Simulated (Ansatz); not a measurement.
# TiSi (Cmmm), two-dimensional strain map

Computed with DFT r2SCAN, scalar-relativistic, plane waves, PAW (Ansatz 0.2.0). Settings: plane waves to 500 eV, k-mesh 18×18×12 (Γ-centred), Gaussian smearing 0.15 eV. No spin polarisation. Energies are free energies at this smearing, counted from the undisturbed cell; pressure is positive in compression.

The undisturbed cell (as given, not relaxed at this level; it stands at -1.9 GPa, and it needn't be the usual structure):

```yaml
crystal:
  lattice:
    - [1.81618, -2.11762, 0.00000]
    - [1.81618, 2.11762, 0.00000]
    - [0.00000, 0.00000, 3.80393]
  atoms:
    - { symbol: Ti, position: [0.50000, 0.50000, 0.00000] }
    - { symbol: Si, position: [0.00000, 0.00000, 0.50000] }
```

The cell is strained by p along both x and y and by q along z, fractional coordinates fixed. Points are written (p, q).

Energy above the undisturbed cell in meV/atom (a dash: not computed):

```csv
p \ q,-0.030,-0.015,0.000,0.015,0.030
-0.030,40.3,23.3,12.9,?,?
-0.015,17.3,–,0.0,–,5.8
0.000,7.6,1.0,0.0,4.4,13.9
0.015,9.5,–,?,–,?
0.030,21.7,24.4,32.1,–,60.9
```

Question: Fill in the withheld energies.

Answer: (-0.030, 0.015): 8.5; (-0.030, 0.030): 9.8; (0.015, 0.000): 11.2; (0.015, 0.030): 32.7.